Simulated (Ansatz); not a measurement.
Cr (dhcp): energy against volume

Method: Ansatz 0.2.0, DFT, PBEsol, plane waves (420 eV) with PAW, scalar-relativistic. (PAW data from PBE, frozen cores regenerated.)

The cell is scaled uniformly from the relaxed one, with fractional coordinates and shape fixed. Energies are extrapolated to zero smearing, pressures are those at the given smearing. Magnetic state: non-magnetic.

A Birch-Murnaghan fit gives V₀ = 11.47 Å³/atom, B₀ = 258 GPa, B₀′ = 4.1.

Task: What are the energy above the minimum and the pressure at 11.012 Å³/atom?

Result: 15.5 meV/atom and 11.47 GPa as computed.

Task: What are the energy above the minimum and the pressure at 11.930 Å³/atom?

Result: 14.1 meV/atom and -9.35 GPa as computed.

Task: What are the energy above the minimum and the pressure at 12.847 Å³/atom?

Result: 110.6 meV/atom and -23.14 GPa as computed.
